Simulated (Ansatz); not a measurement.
Starting cell, SiO2 (rutile):

```
CELL_PARAMETERS angstrom
      4.18475     0.00000     0.00000
      0.00000     4.18475     0.00000
      0.00000     0.00000     2.66845
ATOMIC_POSITIONS crystal
  Si 0.50000 0.50000 0.50000
  Si 0.00000 0.00000 0.00000
  O  0.80610 0.80610 0.50000
  O  0.30610 0.69390 0.00000
  O  0.69390 0.30610 0.00000
  O  0.19390 0.19390 0.50000
```

Scan: atom 5 (O, nearest neighbour Si at 1.760 Å; its periodic images, 2.7 Å or more away, move with it) is displaced along Cartesian [110], direction (0.707, 0.707, 0.000) in Cartesian axes, by s. The other atoms stay.

Computed with r2SCAN (plane waves to 500 eV, PAW, scalar-relativistic; Ansatz, a quantum-chemistry and plane-wave program). k mesh 7×7×10 (Γ-centred), Fermi-Dirac smearing 0.05 eV. The energy includes the smearing's −TS. F⊥ is the part of the force across the line. SiO2 was relaxed with its symmetry unable to fall. The PAW data are Ansatz's earlier set. The zero of ΔE is the undisplaced structure.

Task: What ΔE (meV/cell) and |F⊥| (eV/Å) does the calculation give at s (Å) = -0.280, -0.210, -0.140, -0.070, 0.350?

Result: 
| s (Å) | ΔE (meV/cell) | |F⊥| (eV/Å) |
|---|---|---|
| -0.280 | 508 | 0.067 |
| -0.210 | 283 | 0.035 |
| -0.140 | 125 | 0.014 |
| -0.070 | 31 | 0.003 |
| 0.350 | 800 | 0.115 |

(A displaced cell: forces are minus the slopes of the energy, force constants its curvatures, and phonons follow from these.)
